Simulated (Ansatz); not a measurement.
A relaxed structure of WC is spoiled in several ways and relaxed again each time (noise and exchanges are one random draw each; pressure is positive under compression). All values below come from r2SCAN (plane waves to 500 eV, PAW, scalar-relativistic; Ansatz, a first-principles code).

```cif
data_CW
_chemical_formula_sum 'W1 C1'
_space_group_name_H-M_alt 'P-6m2'
_space_group_IT_number 187
_space_group_name_Hall 'P -6 2'
_cell_length_a 2.91216
_cell_length_b 2.91216
_cell_length_c 2.83622
_cell_angle_alpha 90.000
_cell_angle_beta 90.000
_cell_angle_gamma 120.000
loop_
_atom_site_label
_atom_site_type_symbol
_atom_site_symmetry_multiplicity
_atom_site_Wyckoff_symbol
_atom_site_fract_x
_atom_site_fract_y
_atom_site_fract_z
_atom_site_occupancy
W1 W 1 a 0.00000 0.00000 0.00000 1
C1 C 1 f 0.66667 0.33333 0.50000 1
```

```
change                                                                                                             first pressure (GPa)  largest first force (eV/Å)  released (eV/atom)  moves                outcome  final group  E − E(parent) (eV/atom)
-----------------------------------------------------------------------------------------------------------------  --------------------  --------------------------  ------------------  -----  ---------------------  -----------  -----------------------
with every coordinate shifted by Gaussian noise of σ = 0.45 Å                                                                      63.4                        9.83                1.30      8  returns to the parent        P-6m2                     0.00
deformed by the Cartesian strain tensor (xx, yy, zz, yz, xz, xy) = (0.077, 0.063, -0.062, -0.006, -0.121, -0.004)                   [?]                        1.40                 [?]     11                    [?]          [?]                      [?]
```

Problem. Fill in the missing entries.

Solution. 
- deformed by the Cartesian strain tensor (xx, yy, zz, yz, xz, xy) = (0.077, 0.063, -0.062, -0.006, -0.121, -0.004), first pressure (GPa): 4.8
- deformed by the Cartesian strain tensor (xx, yy, zz, yz, xz, xy) = (0.077, 0.063, -0.062, -0.006, -0.121, -0.004), released (eV/atom): 0.69
- deformed by the Cartesian strain tensor (xx, yy, zz, yz, xz, xy) = (0.077, 0.063, -0.062, -0.006, -0.121, -0.004), outcome: returns to the parent
- deformed by the Cartesian strain tensor (xx, yy, zz, yz, xz, xy) = (0.077, 0.063, -0.062, -0.006, -0.121, -0.004), final group: P-6m2
- deformed by the Cartesian strain tensor (xx, yy, zz, yz, xz, xy) = (0.077, 0.063, -0.062, -0.006, -0.121, -0.004), E − E(parent) (eV/atom): 0.00

First-step values come from each run's starting k-mesh (13×13×12, 12×12×13). The runs use different k-meshes, so differences are rounded accordingly. No spin polarisation in the result.
